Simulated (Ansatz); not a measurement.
Values for one crystal, relaxed and computed with r²SCAN (plane waves, PAW; program Ansatz); other levels are named.

```yaml
volume_per_atom: 16.17 Å³
electronic_character: metallic (no gap)
Formation energy from the elements (no fitted shifts): -0.44 eV/atom
Density of states at the Fermi level: 0.80 states/eV per atom (mean over ±0.08 eV)
```

Question: Which of these materials gives this?
(A) LaIn, CsCl type
(B) GaCo, CsCl type
(C) LaGa3Pd2, P6/mmm (La on 1a, Ga on 3g, Pd on 2c)
(D) InPt3, Cu3Au type

Answer: D, InPt3, Cu3Au type

Space group Pm-3m (Cu3Au type). The first step of the workflow began from a Materials Project structure, measured or hypothetical; the Crystallography Open Database files this formula in space group No. 221, but the cells were not matched. Its standing as an ambient phase is unchecked. Symmetry was held in the r²SCAN relaxation; whether a distortion lowers the energy is not shown. No spin polarisation was allowed. The references are the lowest solids computed at this level, not always the standard phases. Spin–orbit coupling is left out wherever it is not named.

Potentials: the earlier of the program's two PAW sets.
